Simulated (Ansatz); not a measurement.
CaC₂:
```
CaC2
1.0
    3.29744     2.08307     0.00000
   -3.29744     2.08307     0.00000
   -2.10674     0.00000     7.02154
Ca C
2 4
Direct
  0.82278   0.82278   0.75000
  0.17722   0.17722   0.25000
  0.14250   0.57693   0.55927
  0.85750   0.42307   0.44073
  0.57693   0.14250   0.94073
  0.42307   0.85750   0.05927
```

Relaxed with r²SCAN. Special points in fractions of this cell's reciprocal vectors: Γ (0.000, 0.000, 0.000); C (0.359, 0.359, 0.000); C2 (-0.359, 0.641, 0.000); Y2 (-0.500, 0.500, 0.000); M2 (-0.500, 0.500, 0.500); D (-0.331, 0.669, 0.500); D2 (0.331, 0.331, 0.500); A (0.000, 0.000, 0.500); L2 (0.000, 0.500, 0.500); V2 (0.000, 0.500, 0.000).

**Question.** List the band energies nearest the valence-band maximum at these points for r²SCAN in the plane-wave PAW code Ansatz.

**Answer.** In eV from the valence-band maximum; about four levels below and three above (degenerate sets whole), none deeper than 8.9 eV; points with the same levels are listed once.

```csv
k,below,above
Γ,-0.86 -0.81 -0.56 -0.31,3.64 4.48 4.79
C,-1.56 -1.36 -0.50 -0.25,3.81 5.60 5.64
Y2,-1.15 -1.09 -0.80 -0.69,2.31 5.83 6.23
M2,-1.25 -1.25 -0.58 -0.58,3.71 3.71 6.24 6.24
D,-1.56 -1.56 -0.30 -0.30,4.92 4.92 5.79 5.79
A,-0.73 -0.73 -0.28 -0.28,4.28 4.28 5.00 5.00
L2,-1.17 -0.91 -0.59 -0.21,3.17 5.54 6.04
V2,-1.17 -1.00 -0.21 -0.19,3.86 4.92 6.04
```

Space group C2/c. The workflow started from a Materials Project entry (that database holds measured and hypothetical structures alike); the Crystallography Open Database copy checked does not list it. COD files the formula under space group No. 2, so this cell is another polymorph or a model. Its standing as an ambient phase is unchecked. The r²SCAN relaxation kept the symmetry of its start; whether a distortion lowers the energy is not shown.

Potentials: the later of the program's two PAW sets.
